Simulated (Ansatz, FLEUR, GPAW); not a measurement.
# One calculation of Al3Pd, 3 ways

```
CELL_PARAMETERS angstrom
3.94691 0.00000 0.00000
0.00000 3.94691 0.00000
0.00000 0.00000 3.94691
ATOMIC_POSITIONS crystal
Pd 0.00000 0.00000 0.00000
Al 0.50000 0.50000 0.00000
Al 0.50000 0.00000 0.50000
Al 0.00000 0.50000 0.50000
```

The cell comes from a database or a generator and needn't be the stable form of this composition.

Alike in all runs: task equation of state; functional LDA; k mesh 7 × 7 × 7; occupations fermi-dirac, width 0.05 eV; no spin polarisation; no spin-orbit coupling. LDA stands for any of its common fits.

| program and potentials | plane-wave cutoff (eV) | notes | equilibrium volume (Å³/atom) | bulk modulus (GPa) |
| --- | --- | --- | --- | --- |
| FLEUR, all-electron, FLAPW | - | - | 14.71 | 123.9 |
| Ansatz, all-electron LAPW, scalar-relativistic | - | - | 14.72 | 123.4 |
| GPAW, the program's PAW data sets (release 1.2.1) made for this functional | 600 | - | 14.77 | 123.5 |

The equilibrium volume spans 14.71 (FLEUR, all-electron, FLAPW) to 14.77 Å³/atom (GPAW, the program's PAW data sets (release 1.2.1) made for this functional), with all-electron results at 14.71 to 14.72. The bulk modulus spans 123.4 (Ansatz, all-electron LAPW, scalar-relativistic) to 123.9 GPa (FLEUR, all-electron, FLAPW), with all-electron results at 123.4 to 123.9. For a metal such a mesh isn't converged, which the comparison doesn't need.

Differences between rows come from potentials, basis sets and numerical settings, since the functional is the same but for its coding. Runs on potential files found faulty are left out.
